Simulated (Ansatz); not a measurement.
Total density of states per atom from the program Ansatz at the r²SCAN level (PAW), in 0.25 eV bins, energy from the valence-band maximum:

```
E (eV) | states/eV/atom
    -2.20 |  0.00
    -1.95 | ######### 1.10
    -1.70 | ########### 1.39
    -1.45 | ####### 0.90
    -1.20 | ################## 2.22
    -0.95 | ############################## 3.73
    -0.70 | ############# 1.67
    -0.45 | ####### 0.86
    -0.20 | # 0.13
     0.05 |  0.00
     0.30 |  0.00
     0.55 |  0.00
     0.80 |  0.00
     1.05 |  0.00
     1.30 |  0.00
     1.55 |  0.00
     1.80 |  0.00
     2.05 |  0.00
     2.30 |  0.00
     2.55 |  0.00
     2.80 |  0.00
     3.05 |  0.00
     3.30 |  0.00
     3.55 |  0.00
     3.80 |  0.01
     4.05 |  0.02
     4.30 |  0.04
     4.55 | # 0.09
     4.80 | ## 0.27
     5.05 | #### 0.50
     5.30 | ###### 0.79
     5.55 | ##### 0.64
     5.80 | ##### 0.57
     6.05 | #### 0.44
     6.30 | ### 0.38
     6.55 | ### 0.32
     6.80 | ### 0.40
     7.05 | ### 0.32
     7.30 | ## 0.29
     7.55 | ### 0.36
     7.80 | #### 0.45
     8.05 | ######## 0.94
     8.30 | ######### 1.17
```

Task: Pick the material that matches.
(A) BaTl2, P6_3/mmc (Ba on 2b, Tl on 4f)
(B) CaCu2Si2, I4/mmm (Ca on 2a, Si on 4e, Cu on 4d)
(C) CaO, P6_3/mmc (Ca on 2d, O on 2c)
(D) Ti2AlC, P6_3/mmc (Ti on 4f, Al on 2d, C on 2a)

Result: C, CaO, P6_3/mmc (Ca on 2d, O on 2c). Top 1 eV of the valence band: O 2p 94 %. Bottom 1 eV of the conduction band: Ca 4s 57 %, O 2s 15 %, O 2p 6 %, outside the projected shells 20 %. Projections are on Löwdin-orthogonalised atomic valence shells; empty p or d shells of many metals are not among them.

The workflow started from a Materials Project entry (that database holds measured and hypothetical structures alike); the Crystallography Open Database copy checked does not list it. It is not the phase usual at ambient conditions (space group No. 225). The r²SCAN relaxation kept the symmetry of its start; of distortions, only those at the zone centre were tested.

Potentials: the later of the program's two PAW sets.
